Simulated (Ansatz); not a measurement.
KZnCl3 built on the cubic perovskite prototype, relaxed with r2SCAN in Ansatz 0.2.0. The symmetry is Pm-3m (No. 221, cubic); a = 4.900 Å in the conventional setting, 23.53 Å³ an atom. K has 12 Cl at 3.46 Å; Zn has 6 Cl at 2.45 Å; Cl has 2 Zn at 2.45 Å and 4 K at 3.46 Å.

The axes x, y and z are those of this cell:
```
K Zn Cl
1.0
     4.90012    0.00000    0.00000
     0.00000    4.90012    0.00000
     0.00000    0.00000    4.90012
K Zn Cl
1 1 3
Direct
  0.00000 0.00000 0.00000
  0.50000 0.50000 0.50000
  0.50000 0.50000 0.00000
  0.50000 0.00000 0.50000
  0.00000 0.50000 0.50000
```

Unstrained: With PBE the valence top lies at R and the conduction bottom at Γ, 1.611 eV higher; the smallest vertical gap, at Γ, is 2.119 eV. r2SCAN gives an indirect gap of 2.267 eV, from R to Γ; the least direct gap is 2.791 eV at Γ. HSE06 gives an indirect gap of 3.106 eV, from R to Γ; the least direct gap is 3.599 eV at Γ. Meshes: PBE 6×6×6, r2SCAN 6×6×6, HSE06 4×4×4. Strains are changes of length per length, and xy shears are angles. After each strain the atoms were relaxed again with r2SCAN within the symmetry that the strain leaves, so tilts or polar shifts that break it weren't tested; points keep the names that they have in the unstrained zone. (Calculated; spin-unpolarised; the phase may be known or hypothetical.)

**Question.** One strain changed the r2SCAN stress by xx -2.64, yy -2.64, zz -2.64 GPa (compression positive) and the gap by -0.253 eV (PBE), -0.262 eV (r2SCAN), -0.278 eV (HSE06). Which kind of strain was it, and roughly how large?

**Answer.** Isotropic +2.5 % on every length. The pattern of the stress gives the kind; the size needs the stiffness, so it is an estimate.

**Question.** Estimate what isotropic +3.0 % on every length does to the gap.

**Answer.** PBE: the gap goes from 1.611 to 1.309 eV (-0.302 eV). r2SCAN: the gap goes from 2.267 to 1.953 eV (-0.314 eV). HSE06: the gap goes from 3.106 to 2.773 eV (-0.333 eV). The r2SCAN energy rises by 22.1 meV an atom.

**Question.** Apply uniaxial -4.0 % along x, other directions held. How far does the gap move, against the unstrained cell?

**Answer.** PBE: the gap goes from 1.611 to 1.646 eV (+0.035 eV). r2SCAN: the gap goes from 2.267 to 2.308 eV (+0.041 eV). HSE06: the gap goes from 3.106 to 3.188 eV (+0.082 eV). The r2SCAN energy rises by 9.4 meV an atom.

**Question.** Apply xy shear, engineering strain (angle) -1.5 %. How far does the gap move, against the unstrained cell?

**Answer.** PBE: the gap goes from 1.611 to 1.587 eV (-0.024 eV). r2SCAN: the gap goes from 2.267 to 2.244 eV (-0.023 eV). HSE06: the gap goes from 3.106 to 3.084 eV (-0.022 eV). The r2SCAN energy rises by 0.4 meV an atom.

The meshes of the hybrids are coarse, so their gaps aren't converged to the digits shown.
